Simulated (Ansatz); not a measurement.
Ansatz (a quantum-chemistry and plane-wave program) input:

Ansatz 0.2 input:
```yaml
crystal:
  lattice:
    - [2.7242298817, 0.0, 0.0]
    - [-1.3621149409, 2.3592522833, 0.0]
    - [0.0, 0.0, 4.3576553437]
  atoms:
    - { symbol: Tc, position: [0.3333333333, 0.6666666667, 0.75] }
    - { symbol: Tc, position: [0.6666666667, 0.3333333333, 0.25] }
kpoints:
  mp_grid: { grid: [36, 36, 20] }
hamiltonian:
  xc: pbesol
  pseudopotentials: { kind: paw }
scf:
  occupations: { method: fermi_dirac, width: 0.1 }
elastic: { mode: relaxed_ion, stencil: two_point, amplitude: 0.005, f_tol: 0.0005 }
```

Output (shortened):

```
Pseudopotentials: kind: paw
Pseudopotential: Tc, paw, valence charge 15
Functional definition: PBEsol
Crystal: 2 atoms, lattice volume = 28.007 Å³
Basis set: ecut = 500 eV, 699 PW (Γ), exchange–correlation on 40×40×64 points (8 copies of the dense FFT grid, shifted against one another)
Bands: 19, of which v1, the nominal top of the filled ones, is band 15 counted from 1 (14 counted from 0)
Symmetry: 24 space group operations
Space group: P63/mmc (ITA 194), of the structure as read, at distance tolerance 3.0e-5 Å
k-points: 1397 of 25920
PAW frozen core: Tc, regenerated for the run's functional, and the local potential with it
Initial density: superposition of atomic densities (chi_scale 0.1, normalization cell)
Initial wavefunctions: pseudopotential atomic-orbital guess
Eigensolver: davidson
Functional: x = pbesol(κ = 0.804, μ = 0.12345679012345678), c = pbesol(β = 0.046)
all-band conjugate gradients solve this SCF's bands
SCF 1 converged in 9 iterations: F = -10675.404980 eV  dr2 = 6.85e-16
Crystal: 2 atoms, lattice volume = 27.867 Å³
Symmetry: 8 space group operations
k-points: 3773 of 25920
Initial density: handed on by an earlier stage of this run
Initial wavefunctions: pseudopotential atomic-orbital guess (no wavefunctions were taken with the density)
SCF 2 converged in 9 iterations: F = -10675.403511 eV  dr2 = 1.67e-14
relax step   1: F+E_penalty+E_count = -10675.40351114 eV  Δ(F+E_penalty+E_count) = +0.000e0 eV  max|allowed force component| = 1.852e-2 eV/Å  Δτ_max = 0.0000 Å  (9 SCF iters, accepted)
density extrapolation: transplant  |δρ|_rms = 3.341e-2 e/Å³  SAD shift = 8.153e-3 e/Å³
Crystal: 2 atoms, lattice volume = 27.867 Å³
Initial wavefunctions: those handed on with the density
SCF 3 converged in 7 iterations: F = -10675.403558 eV  dr2 = 2.49e-15
relax step   2: F+E_penalty+E_count = -10675.40355762 eV  Δ(F+E_penalty+E_count) = -4.647e-5 eV  max|allowed force component| = 2.855e-4 eV/Å  Δτ_max = 0.0025 Å  (7 SCF iters, accepted)
Crystal: 2 atoms, lattice volume = 27.867 Å³
SCF 4 converged in 6 iterations: F = -10675.403558 eV  dr2 = 1.16e-16
Crystal: 2 atoms, lattice volume = 28.147 Å³
SCF 5 converged in 9 iterations: F = -10675.404066 eV  dr2 = 1.55e-14
relax step   1: F+E_penalty+E_count = -10675.40406581 eV  Δ(F+E_penalty+E_count) = +0.000e0 eV  max|allowed force component| = 1.777e-2 eV/Å  Δτ_max = 0.0000 Å  (9 SCF iters, accepted)
density extrapolation: transplant  |δρ|_rms = 3.309e-2 e/Å³  SAD shift = 7.667e-3 e/Å³
Crystal: 2 atoms, lattice volume = 28.147 Å³
SCF 6 converged in 7 iterations: F = -10675.404110 eV  dr2 = 2.16e-15
relax step   2: F+E_penalty+E_count = -10675.40411024 eV  Δ(F+E_penalty+E_count) = -4.443e-5 eV  max|allowed force component| = 6.770e-4 eV/Å  Δτ_max = 0.0024 Å  (7 SCF iters, accepted)
density extrapolation: transplant  |δρ|_rms = 3.309e-2 e/Å³  SAD shift = 3.037e-4 e/Å³
Crystal: 2 atoms, lattice volume = 28.147 Å³
SCF 7 converged in 9 iterations: F = -10675.404110 eV  dr2 = 0.0
relax step   3: F+E_penalty+E_count = -10675.40411030 eV  Δ(F+E_penalty+E_count) = -6.458e-8 eV  max|allowed force component| = 2.404e-7 eV/Å  Δτ_max = 0.0001 Å  (9 SCF iters, accepted)
Crystal: 2 atoms, lattice volume = 28.147 Å³
SCF 8 converged in 6 iterations: F = -10675.404110 eV  dr2 = 9.29e-16
density extrapolation: transplant  |δρ|_rms = 3.324e-2 e/Å³  SAD shift = 9.125e-3 e/Å³
Crystal: 2 atoms, lattice volume = 27.867 Å³
Basis set: ecut = 500 eV, 687 PW (Γ), exchange–correlation on 40×40×64 points (8 copies of the dense FFT grid, shifted against one another)
SCF 9 converged in 7 iterations: F = -10675.403619 eV  dr2 = 1.03e-14
density extrapolation: first-order (α = -2.000)  |δρ|_rms = 3.324e-2 e/Å³  SAD shift = 9.052e-3 e/Å³
Crystal: 2 atoms, lattice volume = 28.147 Å³
SCF 10 converged in 5 iterations: F = -10675.403808 eV  dr2 = 8.41e-14
Crystal: 2 atoms, lattice volume = 28.007 Å³
Symmetry: 4 space group operations
k-points: 6680 of 25920
SCF 11 converged in 9 iterations: F = -10675.404662 eV  dr2 = 5.89e-15
relax step   1: F+E_penalty+E_count = -10675.40466151 eV  Δ(F+E_penalty+E_count) = +0.000e0 eV  max|allowed force component| = 2.623e-4 eV/Å  Δτ_max = 0.0000 Å  (9 SCF iters, accepted)
Crystal: 2 atoms, lattice volume = 28.007 Å³
SCF 12 converged in 6 iterations: F = -10675.404662 eV  dr2 = 1.55e-18
Crystal: 2 atoms, lattice volume = 28.007 Å³
SCF 13 converged in 9 iterations: F = -10675.404662 eV  dr2 = 5.34e-15
relax step   1: F+E_penalty+E_count = -10675.40466151 eV  Δ(F+E_penalty+E_count) = +0.000e0 eV  max|allowed force component| = 2.623e-4 eV/Å  Δτ_max = 0.0000 Å  (9 SCF iters, accepted)
Crystal: 2 atoms, lattice volume = 28.007 Å³
SCF 14 converged in 6 iterations: F = -10675.404662 eV  dr2 = 1.39e-18
SCF converged after 9 iterations
Free energy (F): -10675.404980 eV
Harris-Foulkes:  -10675.404980 eV  (|F-HF|=0.00e0)
Internal energy: -10675.339793 eV  (E = F + TS)
E sigma→0 (E₀):  -10675.372386 eV
Entropy (-TS):   -0.065188 eV (-32.594 meV/atom)
Fermi energy:    22.795163 eV
--- Per-component energies (eV) ---
  E_band       = -83.730733
  E_kinetic    = 1247.922513
  E_local      = -2330.782300  (includes V_loc(G=0)·N_el)
  E_nonlocal   = 577.344465
  E_hartree    = 627.345810
  E_xc         = -476.409946
  E_vxc        = -588.925619  (∫ρ·V_xc dr)
  E_paw        = -6439.291052  (= ΣΔE_a)
  E_vpaw       = -243.981388  (= ΣTr[D̂ρ^β])
  E_aug_tail   = -0.000026  (compensation charges beyond the density's cutoff)
  E_ewald      = -3881.922946
  E_core_change = 0.453689  (= ΣΔE_core)
  E_smearing   = -0.065188  (= −TS)
  E_closure    = 0.000000  (closes the sum)
  Σ components = -10675.404980   (vs F -10675.404980, Δ=0.00e0)
--- Forces (eV/Å), atoms counted from 1 ---
  atom   1  Tc     0.00000000     0.00000000     0.00000000
  atom   2  Tc     0.00000000     0.00000000     0.00000000
  max |Σ_I F_I| component: 1.39e-17 eV/Å
--- Stress (GPa, compression-positive) ---
        0.295481       0.000000       0.000000
        0.000000       0.295481       0.000000
        0.000000       0.000000       0.090581
  P = ⅓ Tr σ = 0.2272 GPa (2.272 kbar)
  The stress holds the Pulay correction. Without it, at fixed plane waves, as pw.x and ABINIT print it: P = 0.2090 GPa
  The stress includes an estimate of the error left by incomplete SCF convergence (largest component 0.0000 GPa).
--- Band table (eV; the first three rows and the last of 1397) ---
  k-point 0: bands = ["-43.9223", "-43.6546", "-16.6196", "-15.4244", "-15.4244", "-15.2212", "-15.2212", "-15.1713", "15.3530", "17.2081", "21.1829", "21.1829", "21.2894", "21.9377", "21.9377", "22.6468", "22.6468", "24.5352", "25.4251"]
  k-point 1: bands = ["-43.9207", "-43.6563", "-16.6111", "-15.4232", "-15.4232", "-15.2225", "-15.2225", "-15.1808", "15.3817", "17.2175", "21.1654", "21.1654", "21.2735", "21.9195", "21.9195", "22.6887", "22.6887", "24.4474", "25.4286"]
  k-point 2: bands = ["-43.9159", "-43.6613", "-16.5861", "-15.4195", "-15.4195", "-15.2262", "-15.2262", "-15.2091", "15.4670", "17.2449", "21.1200", "21.1200", "21.2271", "21.8669", "21.8669", "22.8067", "22.8067", "24.1978", "25.4366"]
  k-point 1396: bands = ["-43.6181", "-43.6181", "-16.3276", "-16.3276", "-16.0189", "-16.0189", "-15.4270", "-15.4270", "18.8325", "18.8325", "19.4110", "19.4110", "20.9823", "20.9823", "22.6941", "22.6941", "25.4956", "25.4956", "32.3607"]
  band table: 19 of 19 bands, residual norms ≤ 1.0e-3 eV
--- Elastic constants: 3 strain directions × 2 members + reference (group order 24) ---
  dense FFT box of the reference and of every strained cell: 20×20×32
  strains applied: 11, 33, 23; error gains …
  C = ∂σ_k/∂η_j (tension-positive GPa; Voigt order 11 22 33 23 13 12):
       524.503    244.495    206.427      0.000      0.000      0.000
       244.495    524.503    206.427      0.000      0.000      0.000
       206.224    206.224    579.716      0.000      0.000      0.000
         0.000      0.000      0.000    145.674      0.000      0.000
         0.000      0.000      0.000      0.000    145.674      0.000
         0.000      0.000      0.000      0.000      0.000    140.004
  reference stress σ⁰ (GPa):     -0.295     -0.295     -0.091      0.000      0.000      0.000
  moduli (Voigt/Reuss/Hill, GPa): K = 327.00/326.94/326.97   G = 151.04/149.46/150.25   E = 390.88   ν = 0.301
  mechanically stable: yes (min eigenvalue of sym C = 140.00 GPa)
  strain η (Voigt 11):  stress-route row diagonal C_11 = 524.50 GPa, energy-path curvature d²(F+E_count+ΔE)/dδ²/Ω₀ = 524.47 GPa
         δ    σ_11 (GPa)             F (eV)   n_scf  n_hpsi   n_pw
    -5.000e-3      -2.9787      -10675.4035576       6  951995    734   relax 2 steps, max|allowed force component| 2.86e-4 eV/Å
     5.000e-3       2.2664      -10675.4041103       6  952354    740   relax 3 steps, max|allowed force component| 2.40e-7 eV/Å
  strain η (Voigt 33):  stress-route row diagonal C_33 = 579.72 GPa, energy-path curvature d²(F+E_count+ΔE)/dδ²/Ω₀ = 579.68 GPa
         δ    σ_33 (GPa)             F (eV)   n_scf  n_hpsi   n_pw
    -5.000e-3      -3.0391      -10675.4036192       7  484514    732   relax 0 steps, max|allowed force component| 1.04e-17 eV/Å
     5.000e-3       2.7581      -10675.4038077       5  383452    744   relax 0 steps, max|allowed force component| 3.24e-17 eV/Å
  strain η (Voigt 23):  stress-route row diagonal C_44 = 145.67 GPa, energy-path curvature d²(F+E_count+ΔE)/dδ²/Ω₀ = 145.79 GPa
         δ    σ_23 (GPa)             F (eV)   n_scf  n_hpsi   n_pw
    -5.000e-3      -0.7284      -10675.4046615       6  1718530    738   relax 1 steps, max|allowed force component| 2.62e-4 eV/Å
     5.000e-3       0.7284      -10675.4046615       6  1722526    738   relax 1 steps, max|allowed force component| 2.62e-4 eV/Å
```

Cost: about 40 core-minutes (a rough figure) on shared cores.

Space group P6_3/mmc (hcp (Mg type)). Symmetry was held in the PBEsol relaxation. The run is not spin-polarised. As this level gives no gap, shear constants depend on the k-mesh and smearing (Fermi–Dirac, 0.1 eV here). Axis ratios of metals converge slowly with the k-mesh, so a and c are less sure than the volume. Scalar-relativistic: spin–orbit coupling is off unless named, which matters more the heavier the elements.

Potentials: the later of the program's two PAW sets.

Ansatz is a plane-wave DFT program.
